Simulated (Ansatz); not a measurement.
Input, command and steps of an Ansatz relaxation.

```yaml
crystal:
  lattice:
    - [3.20240408, 0.0, 0.0]
    - [0.0, 3.20240408, 0.0]
    - [0.0, 0.0, 15.8271284]
  atoms:
    - { symbol: Ta, position: [0.0, 0.0, 0.89540883] }
    - { symbol: Ta, position: [0.0, 0.0, 0.10459117] }
    - { symbol: Ta, position: [0.0, 0.0, 0.3052438] }
    - { symbol: Ta, position: [0.0, 0.0, 0.5] }
    - { symbol: Ta, position: [0.0, 0.0, 0.6947562] }
    - { symbol: Ta, position: [0.5, 0.5, 0.0] }
    - { symbol: Ru, position: [0.5, 0.5, 0.20904934] }
    - { symbol: Ru, position: [0.5, 0.5, 0.40217079] }
    - { symbol: Ru, position: [0.5, 0.5, 0.59782921] }
    - { symbol: Ru, position: [0.5, 0.5, 0.79095066] }
basis:
  ecutwfc: 420
kpoints:
  mp_grid: { grid: [12, 12, 4] }
hamiltonian:
  xc: pbesol
scf:
  occupations: { method: gaussian, width: 0.1 }
output:
  forces: true
  stress: true
  eigenvalues: true
relax:
  adjacent_minimum: "off"
  f_tol: 0.01
  max_steps: 40
```

```bash
ansatz run input.yaml --threads 2 --pin off --max-ram 5120MiB --backend cpu --events-out ev --progress --plain --runs-dir out
```

All numbers below come from DFT PBEsol, scalar-relativistic, plane waves, PAW in Ansatz 0.2.0.

Of 4 frames 4 are shown, positions in Å and forces in eV/Å; the SCF threshold varies from step to step. The mark taken_back stands on steps that the optimiser undid.

```xyz
10
Lattice="3.2024 0.0000 0.0000 0.0000 3.2024 0.0000 0.0000 0.0000 15.8271" Properties=species:S:1:pos:R:3:forces:R:3 pbc="T T T" step=1 free_energy_over_end_meV_per_atom=0.13
Ta    0.0000    0.0000   14.1718    0.0000    0.0000   -0.0800
Ta    0.0000    0.0000    1.6554    0.0000    0.0000    0.0800
Ta    0.0000    0.0000    4.8311    0.0000    0.0000   -0.0764
Ta    0.0000    0.0000    7.9136    0.0000    0.0000    0.0000
Ta    0.0000    0.0000   10.9960    0.0000    0.0000    0.0764
Ta    1.6012    1.6012    0.0000    0.0000    0.0000    0.0000
Ru    1.6012    1.6012    3.3087    0.0000    0.0000    0.0062
Ru    1.6012    1.6012    6.3652    0.0000    0.0000    0.0546
Ru    1.6012    1.6012    9.4619    0.0000    0.0000   -0.0546
Ru    1.6012    1.6012   12.5185    0.0000    0.0000   -0.0062
10
Lattice="3.2024 0.0000 0.0000 0.0000 3.2024 0.0000 0.0000 0.0000 15.8271" Properties=species:S:1:pos:R:3:forces:R:3 pbc="T T T" step=2 free_energy_over_end_meV_per_atom=0.31 taken_back
Ta    0.0000    0.0000   14.1507    0.0000    0.0000    0.1869
Ta    0.0000    0.0000    1.6764    0.0000    0.0000   -0.1869
Ta    0.0000    0.0000    4.8246    0.0000    0.0000    0.0651
Ta    0.0000    0.0000    7.9136    0.0000    0.0000    0.0000
Ta    0.0000    0.0000   11.0025    0.0000    0.0000   -0.0651
Ta    1.6012    1.6012    0.0000    0.0000    0.0000    0.0000
Ru    1.6012    1.6012    3.3148    0.0000    0.0000   -0.0080
Ru    1.6012    1.6012    6.3713    0.0000    0.0000    0.0279
Ru    1.6012    1.6012    9.4558    0.0000    0.0000   -0.0279
Ru    1.6012    1.6012   12.5124    0.0000    0.0000    0.0080
10
Lattice="3.2024 0.0000 0.0000 0.0000 3.2024 0.0000 0.0000 0.0000 15.8271" Properties=species:S:1:pos:R:3:forces:R:3 pbc="T T T" step=3 free_energy_over_end_meV_per_atom=0.01
Ta    0.0000    0.0000   14.1649    0.0000    0.0000    0.0137
Ta    0.0000    0.0000    1.6622    0.0000    0.0000   -0.0137
Ta    0.0000    0.0000    4.8274    0.0000    0.0000   -0.0158
Ta    0.0000    0.0000    7.9136    0.0000    0.0000    0.0000
Ta    0.0000    0.0000   10.9998    0.0000    0.0000    0.0158
Ta    1.6012    1.6012    0.0000    0.0000    0.0000    0.0000
Ru    1.6012    1.6012    3.3100    0.0000    0.0000    0.0123
Ru    1.6012    1.6012    6.3713    0.0000    0.0000    0.0100
Ru    1.6012    1.6012    9.4559    0.0000    0.0000   -0.0100
Ru    1.6012    1.6012   12.5171    0.0000    0.0000   -0.0123
10
Lattice="3.2024 0.0000 0.0000 0.0000 3.2024 0.0000 0.0000 0.0000 15.8271" Properties=species:S:1:pos:R:3:forces:R:3 pbc="T T T" step=4 free_energy_over_end_meV_per_atom=0.00
Ta    0.0000    0.0000   14.1656    0.0000    0.0000    0.0068
Ta    0.0000    0.0000    1.6615    0.0000    0.0000   -0.0068
Ta    0.0000    0.0000    4.8261    0.0000    0.0000   -0.0045
Ta    0.0000    0.0000    7.9136    0.0000    0.0000    0.0000
Ta    0.0000    0.0000   11.0011    0.0000    0.0000    0.0045
Ta    1.6012    1.6012    0.0000    0.0000    0.0000    0.0000
Ru    1.6012    1.6012    3.3107    0.0000    0.0000    0.0033
Ru    1.6012    1.6012    6.3720    0.0000    0.0000    0.0043
Ru    1.6012    1.6012    9.4551    0.0000    0.0000   -0.0043
Ru    1.6012    1.6012   12.5164    0.0000    0.0000   -0.0033
```

The run took 88 s on 2 threads of Intel(R) Xeon(R) Platinum 8488C (Sapphire Rapids) (shared host), peak memory 1.1 GiB.

Spin–orbit coupling is left out, which can shift energies with elements as heavy as these.